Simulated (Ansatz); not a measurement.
## Calculated with Ansatz: Cu₃Ge, relaxation

input.yaml:

```yaml
crystal:
  lattice:
    - [5.219833, 0.0, 0.0]
    - [0.0, 4.10741, 0.0]
    - [0.0, 0.0, 4.506741]
  atoms:
    - { symbol: Cu, position: [0.0, 0.5, 0.667] }
    - { symbol: Cu, position: [0.5, 0.0, 0.333] }
    - { symbol: Ge, position: [0.0, 0.0, 0.333] }
    - { symbol: Ge, position: [0.5, 0.5, 0.667] }
    - { symbol: Cu, position: [0.25, 0.0, 0.833] }
    - { symbol: Cu, position: [0.75, 0.0, 0.833] }
    - { symbol: Cu, position: [0.75, 0.5, 0.167] }
    - { symbol: Cu, position: [0.25, 0.5, 0.167] }
  symmetry: { tolerance: 0.0003 }
kpoints:
  mp_grid: { grid: [4, 6, 4], shift: [0, 0, 0] }
magnetization:
  spin_polarized: false
scf:
  occupations: { method: cold, width: 0.0492 }
  lower_state_search: "off"
hamiltonian:
  pseudopotentials: { kind: paw }
  xc: r2scan
basis:
  ecutwfc: 500
  fft_grid_basis: typed
relax:
  max_steps: 60
output:
  forces: true
  stress: true
  eigenvalues: true
  bader: true
  populations: true
  elf: true
  write_potential: true
  volumetric_format: npy
  dos:
    e_range: [-12, 8]
    de: 0.05
    projected: { site_lists: { Cu: [Cu], Ge: [Ge] } }
checkpoint:
  read: saved_state
```

Run with:

```bash
ansatz run input.yaml --threads 2 --pin off --max-ram 2560MiB --backend cpu --events-out ev --progress --plain --runs-dir out
```

Origin of the cell: a known structure type with other elements, at an estimated volume, so it need not be a known compound.

The saved state is a converged single point of the same cell.

Steps:

```json
{"step": "1", "ΔF (meV/atom)": "0.0", "max force component (eV/Å)": "0.183", "SCF iterations": "9", "step was": "accepted"}
{"step": "2", "ΔF (meV/atom)": "-0.7", "max force component (eV/Å)": "0.115", "SCF iterations": "6", "step was": "accepted"}
{"step": "3", "ΔF (meV/atom)": "-1.3", "max force component (eV/Å)": "0.013", "SCF iterations": "8", "step was": "accepted"}
{"step": "4", "ΔF (meV/atom)": "-1.3", "max force component (eV/Å)": "0.008", "SCF iterations": "7", "step was": "accepted"}
```

Before:

Space group Pmmn (No. 59); the run's cell has a = 5.220 Å, b = 4.107 Å, c = 4.507 Å, α = 90.00°, β = 90.00°, γ = 90.00°. Shortest distances: Cu–Ge 2.55 Å, Cu–Cu 2.55 Å.

The relaxed structure.

Space group Pmmn (No. 59); the run's cell has a = 5.220 Å, b = 4.107 Å, c = 4.507 Å, α = 90.00°, β = 90.00°, γ = 90.00°. Shortest distances: Cu–Cu 2.52 Å, Cu–Ge 2.54 Å.

```xyz
8
Lattice="5.2198 0.0000 0.0000 0.0000 4.1074 0.0000 0.0000 0.0000 4.5067" Properties=species:S:1:pos:R:3 pbc="T T T"
Cu    0.0000    2.0537    2.9957
Cu    2.6099    0.0000    1.5111
Ge    0.0000    0.0000    1.4803
Ge    2.6099    2.0537    3.0265
Cu    1.3122    0.0000    3.7730
Cu    3.9077    0.0000    3.7730
Cu    3.9221    2.0537    0.7337
Cu    1.2977    2.0537    0.7337
```

* Free energy lowered by: 1.3 meV/atom
* Final pressure: 4.00 GPa
* Relaxation steps listed: 4
* Gap on the mesh: none (metal)

Caveats: no moments, though an odd count or open d shells may carry them; the SCF threshold is looser than advised for a stress; the k mesh is coarse if the cell is a metal; the relaxation held the start's symmetry, so the end may be a saddle point.

Time: 4.5 min on 2 threads of Arm Neoverse N1, on a shared host, peak memory 0.88 GiB, from a saved density.
